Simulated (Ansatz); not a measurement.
## Computed energy against volume: LaSi2 (space group I4_1/amd)

LaSi$_{2}$ (space group I4_1/amd)

```
CELL_PARAMETERS angstrom
     -2.12851     2.12851     6.94821
      2.12851    -2.12851     6.94821
      2.12851     2.12851    -6.94821
ATOMIC_POSITIONS crystal
  La 0.50000 0.50000 0.00000
  La 0.25000 0.75000 0.50000
  Si 0.83458 0.33458 0.50000
  Si 0.08458 0.08458 0.00000
  Si 0.91542 0.91542 0.00000
  Si 0.66542 0.16542 0.50000
```

The volume is varied about the relaxed value V₀ at fixed cell shape. The atoms relax within the cell's symmetry.

Method: PBEsol (plane waves to 420 eV, PAW, scalar-relativistic; Ansatz, a first-principles code). k mesh 15×15×15 (Γ-centred), Fermi-Dirac smearing 0.05 eV. Energies are smeared free energies. Stress and pressure are positive under compression. With the shape held, the modulus is that of even scaling; a crystal free to change shape is softer. LaSi2 is run without spin polarisation. LaSi2 was relaxed with its symmetry unable to fall. ΔE is measured from the relaxed starting cell.

```tsv
V/V₀	ΔE (meV/atom)	P (GPa)
0.900	69	11.6
0.917	46	9.2
0.933	29	7.0
0.950	16	5.0
0.967	7	3.2
0.983	2	1.5
1.000	0	0.0
1.017	2	-1.4
1.033	6	-2.6
1.050	13	-3.8
1.067	22	-4.8
1.083	34	-5.8
1.100	48	-6.7
```

Derived quantities:

| Quantity | Result |
|---|---|
| Pressure at the smallest volume | 11.6 GPa |
| Energy cost of the largest compression | 69 meV/atom |
| Energy cost of the largest expansion | 48 meV/atom |
| Bulk modulus at fixed cell shape B₀ (third-order Birch-Murnaghan fit) | 86.6 GPa |
| Pressure derivative B₀′ (fit) | 4.5 |
| Equilibrium volume of the fit | 20.99 Å³/atom |
| Pressure for 5 % compression (fit) | 5.0 GPa |

(Under strain, the slope of the energy per volume gives the stress and its curvature an elastic modulus.)
